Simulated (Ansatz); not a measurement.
Si in space group P6_422 (No. 181; Si on 3c) at seven volumes, PBEsol in the plane-wave PAW code Ansatz, shape and atoms relaxed at each. One row is withheld.

```
V (Å³/atom)  P (GPa)
-----------  -------
16.135         11.87
16.667          7.29
17.199          3.35
17.731          0.00
18.263         -2.84
18.794             ?
19.326         -7.32
```

Problem. Fit the shown pressures and predict the withheld one.

Solution. P = (3/2)B₀(x^(7/2) − x^(5/2))[1 + (3/4)(B′ − 4)(x − 1)] with x = (V₀/V)^(2/3). Least squares on the six rows gives V₀ = 17.733 Å³/atom, B₀ = 103 GPa, B′ = 4.33. At V = 18.794, x = 0.9620 and P = -5.28 GPa. The run itself gave -5.25 GPa.

The start of the workflow was typed in or built on a structure type; neither database checked (COD, Materials Project) lists it. It is not the phase usual at ambient conditions (space group No. 227). The cell was relaxed with PBEsol under the symmetry of its start; of distortions, only those at the zone centre were tested.

Potentials: the later of the program's two PAW sets.
